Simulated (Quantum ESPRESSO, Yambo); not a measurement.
ZnSe (zinc blende, space group F-43m, No. 216): static response along x against the Γ-centred k mesh (Yambo on norm-conserving PBEsol (Quantum ESPRESSO, 86 Ry, scalar-relativistic) bands; 43 bands, 4 Ry block). The smallest direct PBEsol gap is 1.24 eV.

```
k mesh    ε(0), independent particles  ε(0), RPA with local fields        rough Yambo cost
--------  ---------------------------  ---------------------------  ----------------------
4×4×4                            15.5                         14.5               about 1/7
6×6×6                            9.85                         9.01               about 1/4
10×10×10                         8.13                         7.32  within a factor of two
12×12×12                         7.99                         7.18                       1
```

The last step changes the RPA value by 2.0 %. Electronic response only; costs are rough.

Spin-orbit coupling is not included.

Geometry relaxed with PBEsol; primitive cell a = b = c = 3.983 Å, α = β = γ = 60.00°.
